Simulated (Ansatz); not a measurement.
**Question.** Bulk modulus by a P(V) fit from PBEsol minus that from r²SCAN (% of the latter), each on its own relaxed cell (Ansatz, a program for electronic structure, plane waves, PAW; no spin–orbit coupling, no Hubbard U), over 45 phases of the class «carbides, borides and silicides»: what sign and size do you expect?

**Answer.** Mean 1 %, median 0 %, mean absolute 3 %; eight in ten lie between -3 and 4 %, and 60 % are above zero.

Some cases that may be named, with their rank among the 45 from the lowest: LiC6, Cmmm (C on 4i, C on 4i, C on 4i, Li on 2c) -7 % (rank 1); LiC6, P6/mmm (Li on 1a, C on 6k) -6 % (rank 2); LaB6, Pm-3m (La on 1a, B on 6f) 0 % (rank 22); Sc2AlC, P6_3/mmc (Sc on 4f, Al on 2d, C on 2a) 0 % (rank 23); Fe3C, P6_322 (Fe on 6g, C on 2c) 10 % (rank 44); Y3Si5, P-62m (Y on 3f, Si on 2d, Si on 3g) 12 % (rank 45).

The phases are those computed here (of each formula those with measured values and the lowest at some level), not a balanced benchmark, and neither functional is the truth. Pairs that end in unlike spin orders or unlike minima (c/a over 6 % apart, 30 % for weakly bound crystals), magnets with 4f shells, solids of gases and phases set aside for tests are left out.

1 of the phases carry moments, in the orders computed and without U.

Spin orders computed, not proven ground states: Fe3C, P6_322 (Fe on 6g, C on 2c) with PBEsol ferromagnetic; Fe3C, P6_322 (Fe on 6g, C on 2c) with r²SCAN ferromagnetic. Typed or built starts, not in the databases checked: LiC6, Cmmm (C on 4i, C on 4i, C on 4i, Li on 2c); Y3Si5, P-62m (Y on 3f, Si on 2d, Si on 3g). Standing as an ambient phase not checked: LiC6, P6/mmm (Li on 1a, C on 6k); Sc2AlC, P6_3/mmc (Sc on 4f, Al on 2d, C on 2a); Fe3C, P6_322 (Fe on 6g, C on 2c). All cells were relaxed under the symmetry of their starts (and spin orders); stability against distortions was not tested throughout. Named crystals with no word on spin ran without spin polarisation. Scalar-relativistic: spin–orbit coupling is off unless named, which matters more the heavier the elements.

Potentials: the later of the program's two PAW sets.

Ansatz is a plane-wave DFT program.
